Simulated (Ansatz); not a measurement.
Starting cell, BAs (zinc blende):

```xyz
2
Lattice="0.0000 2.3920 2.3920 2.3920 0.0000 2.3920 2.3920 2.3920 0.0000" Properties=species:S:1:pos:R:3 pbc="T T T"
As     3.5879     3.5879     3.5879
B      0.0000     0.0000     0.0000
```

In each cell atom 1 (As, nearest neighbour B at 2.071 Å; its periodic images, 3.4 Å or more away, move with it) moves by s·(1.000, 0.000, 0.000) (along Cartesian x), the rest being held.

Computed with r2SCAN (plane waves to 500 eV, PAW, scalar-relativistic; Ansatz, a first-principles code). k mesh 10×10×10 (Γ-centred), Fermi-Dirac smearing 0.05 eV. E stands for the smeared free energy. BAs was relaxed with its symmetry unable to fall. The zero of ΔE is the undisplaced structure.

| s (Å) | ΔE (meV/cell) |
|---|---|
| -0.210 | 361 |
| -0.168 | 234 |
| -0.126 | 133 |
| -0.084 | withheld |
| -0.042 | 15 |
| 0.000 | 0 |
| 0.042 | 15 |
| 0.084 | withheld |
| 0.126 | 133 |
| 0.168 | 234 |
| 0.210 | 361 |

**Question.** Fit an even polynomial form (powers 2, 4) to the given rows and predict ΔE at s = 0.084.

**Answer.** Least squares on the 9 given rows: ΔE = (8482)·s² + (-6721)·s⁴, in meV/cell with s in Å; root-mean-square residual 0.0 meV/cell. At 0.084 the fit gives 60 meV/cell; the calculation gives 59 meV/cell, so the interpolation is off by 1 (+1.7 %). The quadratic term alone would give 60 meV/cell.

(A displaced cell: forces are minus the slopes of the energy, force constants its curvatures, and phonons follow from these.)
